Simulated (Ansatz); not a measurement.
Consider the following.

PbSe:
```xyz
2
Lattice="-2.1979 2.1986 3.1088 2.1979 -2.1986 3.1088 2.1979 2.1986 -3.1088" Properties=species:S:1:pos:R:3 pbc="T T T"
Pb     0.0000     0.0000     3.1088
Se     0.0000     0.0000     0.0000
```

This is the PBE-relaxed structure.

### Question
All from the program Ansatz at the PBE level (PAW), unless another level is named. Give the hole effective mass.

### Answer
0.11, 0.11, 0.18 mₑ (principal values).

### Question
And the band gap?

### Answer
0.43 eV (smallest direct gap 0.43 eV).

### Question
And the formation energy from the elements (no fitted shifts)?

### Answer
-0.56 eV/atom.

### Question
Give the weight of the valence-edge state by species (Voronoi cells).

### Answer
Se 70 %, Pb 30 %.

Space group Fm-3m (rock salt). Symmetry was held in the PBE relaxation. The volume moved by -29 % from the start of the relaxation. The references are the lowest solids computed at this level, not always the standard phases. Scalar-relativistic: spin–orbit coupling is off unless named, which matters more the heavier the elements.

Potentials: the later of the program's two PAW sets.
